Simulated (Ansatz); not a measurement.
**Thermal properties of Si2NiPt from its phonons**

These are results of DFT PBE, scalar-relativistic, plane waves, PAW in Ansatz, not measurements. Plane waves to 420 eV; Γ-centred k mesh 14×14×10; Fermi-Dirac smearing of 0.15 eV. No spin polarisation. Phonons by linear response, acoustic sum rule imposed.

Relaxed structure:
```cif
data_structure
_symmetry_space_group_name_H-M 'P4mm'
_symmetry_Int_Tables_number 99
_cell_length_a 3.3079
_cell_length_b 3.3079
_cell_length_c 4.8896
_cell_angle_alpha 90.000
_cell_angle_beta 90.000
_cell_angle_gamma 90.000
_cell_volume 53.50
loop_
_atom_site_label
_atom_site_type_symbol
_atom_site_symmetry_multiplicity
_atom_site_Wyckoff_symbol
_atom_site_fract_x
_atom_site_fract_y
_atom_site_fract_z
_atom_site_occupancy
Si1 Si 1 b 0.50000 0.50000 0.83556 1
Si2 Si 1 a 0.00000 0.00000 0.14935 1
Ni1 Ni 1 a 0.00000 0.00000 0.67590 1
Pt1 Pt 1 b 0.50000 0.50000 0.33918 1
```

The cell was found from a structure generator's guess, not taken from experiment. In a metal, frequencies and elastic constants depend on the k mesh and the smearing, soft modes and shear constants most. Spin–orbit coupling is left out, which matters for heavy elements. The q mesh is coarse, so values between its points are rough.

Force constants from linear response on a 2×2×2 q mesh, interpolated to a fine mesh.

Phonon density of states, in bins of 10 cm⁻¹:
```
bin centre (cm⁻¹)  share of modes (%)
                5                 0.0
               15                 0.0
               25                 0.1
               35                 0.2
               45                 0.4
               55                 1.1
               65                 2.5
               75                 5.9
               85                 6.5
               95                 1.7
              105                 3.3
              115                 3.0
              125                 1.3
              135                 2.6
              145                 5.6
              155                 4.6
              165                 2.5
              175                 3.6
              185                 5.5
              195                 2.9
              205                 4.1
              215                 2.7
              225                 3.7
              235                 1.8
              245                 0.7
              255                 2.1
              265                 2.9
              275                 2.0
              285                 1.8
              295                 1.9
              305                 3.2
              315                 2.6
              325                 2.3
              335                 2.9
              345                 2.5
              355                 1.1
              365                 0.0
              375                 0.0
              385                 0.6
              395                 2.0
              405                 1.7
              415                 1.7
              425                 1.8
              435                 0.5
              445                 0.0
```

(1) What is the zero-point energy per atom?

(2) How large are the vibrational entropy and heat capacity at 300 K?

(3) Tabulate them against temperature.

Answers

(1) 38.5 meV.

(2) S = 3.58 k_B and C_V = 2.72 k_B per atom, 91 % of the Dulong–Petit value.

(3)
```csv
T (K),F_vib (meV/atom),S (k_B/atom),C_V (k_B/atom)
100,35.1,1.10,1.61
200,19.1,2.53,2.45
300,-7.4,3.58,2.72
400,-41.9,4.38,2.84
500,-82.5,5.02,2.89
600,-128.2,5.56,2.93
700,-178.1,6.01,2.94
800,-231.6,6.40,2.96
900,-288.3,6.75,2.97
1000,-347.8,7.06,2.97
```
